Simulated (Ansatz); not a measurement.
**Structure relaxation, CsPbCl3**

The start is a generated cell, CsPbCl3 built in the AFLOW prototype ABC3_hR10_167_a_b_e (as in LiNbO3). The structure is fully relaxed (lattice and positions, P = 0) with PBE (plane waves to 420 eV, PAW, scalar-relativistic; Ansatz, a program for electronic structure). The first steps use a coarse 4×4×4 k-mesh.

The start:
```
CELL_PARAMETERS angstrom
      3.97127     2.29282     6.93754
     -3.97127     2.29282     6.93754
      0.00000    -4.58563     6.93754
ATOMIC_POSITIONS crystal
  Cs 0.25000 0.25000 0.25000
  Cs 0.75000 0.75000 0.75000
  Pb 0.00000 0.00000 0.00000
  Pb 0.50000 0.50000 0.50000
  Cl 0.64243 0.85757 0.25000
  Cl 0.25000 0.64243 0.85757
  Cl 0.85757 0.25000 0.64243
  Cl 0.35757 0.14243 0.75000
  Cl 0.75000 0.35757 0.14243
  Cl 0.14243 0.75000 0.35757
```

```yaml
largest_initial_force: 0.70 eV/Å, on Cl5, Cl6, Cl7, Cl8, Cl9, Cl10 (atoms numbered as listed)
outcome: The space group stays R-3c (No. 167) (the run could not lower it), with 10 atoms in the primitive cell
energy_released: 0.076 eV/atom
volume_change: -2.4 %, from 37.90 to 36.97 Å³/atom
band_gap_at_the_end: 2.45 eV, direct at Γ (no spin-orbit coupling)
optimiser_moves: 4
```

Final values are on a 5×5×5 k-mesh of the relaxed cell. No spin polarisation in the result. Without spin-orbit coupling the bands of the heavy element are not split, so the gap can be far off.

The run could not lose the symmetry of its start, so the end can be a saddle point.

The relaxed structure here is a generated cell of CsPbCl3: the first start was made by placing the elements on the sites of a structure type, and the end was not matched to a known phase here, so it may be hypothetical. Known forms of CsPbCl3 include space group No. 221.
